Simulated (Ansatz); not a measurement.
Si$_{2}$W:
```yaml
crystal:
  lattice:
    - [-1.60561, 1.60561, 3.90242]
    - [1.60561, -1.60561, 3.90242]
    - [1.60561, 1.60561, -3.90242]
  atoms:
    - { symbol: W, position: [0.00000, 0.00000, 0.00000] }
    - { symbol: Si, position: [0.33481, 0.33481, 0.00000] }
    - { symbol: Si, position: [0.66519, 0.66519, 0.00000] }
```

Relaxed with r²SCAN.

Question: Tabulate the valence density and the electron localisation function along the shortest Si–Si contact (2.58 Å), r²SCAN (plane waves, PAW; program Ansatz).

Answer: 

| distance from Si (Å) | density (e/Å³) | ELF |
|---|---|---|
| 0.26 | 0.09 | 0.22 |
| 0.39 | 0.16 | 0.15 |
| 0.52 | 0.25 | 0.18 |
| 0.64 | 0.33 | 0.28 |
| 0.77 | 0.37 | 0.40 |
| 0.90 | 0.37 | 0.46 |
| 1.03 | 0.36 | 0.47 |
| 1.16 | 0.34 | 0.45 |
| 1.29 | 0.33 | 0.44 |
| 1.42 | 0.34 | 0.45 |
| 1.55 | 0.36 | 0.47 |
| 1.68 | 0.37 | 0.46 |
| 1.81 | 0.37 | 0.40 |
| 1.93 | 0.33 | 0.28 |
| 2.06 | 0.25 | 0.18 |
| 2.19 | 0.16 | 0.15 |
| 2.32 | 0.09 | 0.22 |

The density is the valence pseudo-density with augmentation charge, so density and ELF within about 1 Å of a nucleus are not all-electron values.

Space group I4/mmm (MoSi2 or CaC2 type). The cell was relaxed with r²SCAN under the symmetry of its start; of distortions, only those at the zone centre were tested. The run is not spin-polarised. Scalar-relativistic: spin–orbit coupling is off unless named, which matters more the heavier the elements.

Potentials: the later of the program's two PAW sets.
